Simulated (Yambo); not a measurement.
LiHS (space group Pmc2_1, No. 26), G0W0@LDA in Yambo (2×4×1 mesh, plasmon pole; 7 Ry block, no terminator). The number N of bands in W and G is varied.

| N | x = 1/N | gap Γ → Γ (eV) | shift of the valence edge (eV) |
|---|---|---|---|
| 91 | 0.01099 | 5.657 | -0.927 |
| 138 | 0.00725 | 5.670 | -1.135 |
| 197 | 0.00508 | 5.699 | -1.268 |
| 257 | 0.00389 | ? | ? |

Question: Basis-set arguments suggest E = E∞ + A x. Fix A and E∞ from the two rows above the withheld one, predict the row at 257 bands, and test the form.

Answer: Gap: A = (5.699 − (5.670))/(0.00508 − 0.00725) = -13.4, E∞ = 5.767 eV, so 5.715 eV is predicted; the run gave 5.720 eV (miss 5 meV). The first two rows have slope -3.48, so the form doesn't hold yet over the whole range. Shift: A = (-1.268 − (-1.135))/(0.00508 − 0.00725) = 61.3, E∞ = -1.579 eV, so -1.341 eV is predicted; the run gave -1.352 eV (miss 11 meV). The first two rows have slope 55.6, within 15 % of that. The other settings are held fixed.

Geometry of the Materials Project entry, not relaxed at this level; primitive cell a = 6.101 Å, b = 3.923 Å, c = 7.833 Å, α = β = γ = 90.00°.

A shift is the quasiparticle energy of the state minus its LDA energy.
